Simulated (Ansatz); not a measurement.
**SiO2 — ¹⁷O nuclear quadrupole resonance**

Cell: a computed structure from the Materials Project (it need not be an observed phase), taken as it stands.

Space group P4_12_12 (No. 92); a = 4.9926, c = 6.9339 Å.

| site | Wyckoff | site symmetry | x | y | z |
| --- | --- | --- | --- | --- | --- |
| Si | 4a | ..2 | 0.6987 | 0.6987 | 0.5000 |
| O | 8b | 1 | 0.8936 | 0.7614 | 0.3201 |

One atom of each set is listed.

The numbers come from a DFT calculation in Ansatz (r2SCAN, plane waves and PAW (field gradients read without the response of the frozen cores, which leaves them typically 4 to 6 % off), scalar-relativistic, 500 eV cutoff, Γ-centred 5×5×4 k-points, Fermi–Dirac smearing 0.02 eV).

¹⁷O: I = 5/2, Q = -25.58 mb (year-2017 value). Static lattice, zero field.

Problem. The simulated lines lie at 0.907, 1.76 MHz. What are |C_Q|, η and |V_zz| at O?

Solution. For I = 5/2 and η = 0 the lines are 3|C_Q|/20 and twice that; η pulls their ratio below 2. Here |C_Q| = 5.90 MHz, η = 0.15 and |V_zz| = 9.53 × 10²¹ V/m². The calculation gives V_zz positive; the lines don't show the sign. The site has 2 Si at 1.61 Å, angle 146°.

At O V_zz runs parallel to the line that joins its two neighbours (within 1°).
